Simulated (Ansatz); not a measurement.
## Property card for C

C:
```xyz
8
Lattice="2.5054 0.0000 0.0000 -1.2527 2.1697 0.0000 0.0000 0.0000 8.2646" Properties=species:S:1:pos:R:3 pbc="T T T"
C      0.0000     0.0000     4.9005
C      0.0000     0.0000     3.3641
C      0.0000     0.0000     0.7682
C      0.0000     0.0000     7.4964
C      0.0000     1.4465     2.8468
C      1.2527     0.7232     5.4178
C      1.2527     0.7232     6.9791
C      0.0000     1.4465     1.2855
```

Space group P6_3/mmc (No. 194); conventional cell a = b = 2.505 Å, c = 8.265 Å, α = β = 90.00°, γ = 120.00°.

Method: plane-wave PAW PBEsol (Ansatz code). The cell and atoms are relaxed at this level. Other levels are named where they apply.

**Cell and energy**

- Volume per atom = 5.62 Å³
- Density = 3.55 g/cm³

**Electronic structure**

* **Band gap**: 4.44 eV (indirect)
* **Valence-band maximum**: at Γ
* **Conduction-band minimum**: on the Γ–M line, 83 % of the way from Γ (6 equivalent valleys)
* **Smallest direct gap on the standard path**: 5.27 eV
* **Electron effective mass**: 0.20, 1.8, 1.8 mₑ (principal values)
* **Hole effective mass, band 1 of 2 at the edge**: 0.77 along x, 0.68 along z (mₑ)
* **Hole effective mass, band 2 of 2 at the edge**: 0.28 along x, 0.68 along z (mₑ)
* **HSE06 gap on the PBEsol cell**: 5.73 eV

**Mechanics**

- Bulk modulus (Birch–Murnaghan fit) = 450 GPa
- Pressure derivative B′ = 3.7
- Elastic constants (relaxed ions, GPa) = C11 = 1200, C12 = 108, C13 = 41.8, C33 = 1280, C44 = 480
- Mechanical stability = stable (all eigenvalues of C positive)
- Hill bulk and shear moduli = 450 and 531 GPa
- Young's modulus = 1140 GPa
- Poisson's ratio = 0.08
- Debye temperature from the elastic constants = 2230 K

**Dielectric response**

Electronic dielectric constant ε∞ (DFPT): 5.78 (xx = yy), 6.00 (zz)

The workflow started from a Materials Project entry (that database holds measured and hypothetical structures alike). Its sites differ from those of the usual phase in this space group: another stacking or structure type. Symmetry was held in the PBEsol relaxation; whether a distortion lowers the energy is not shown.

Potentials: the later of the program's two PAW sets.
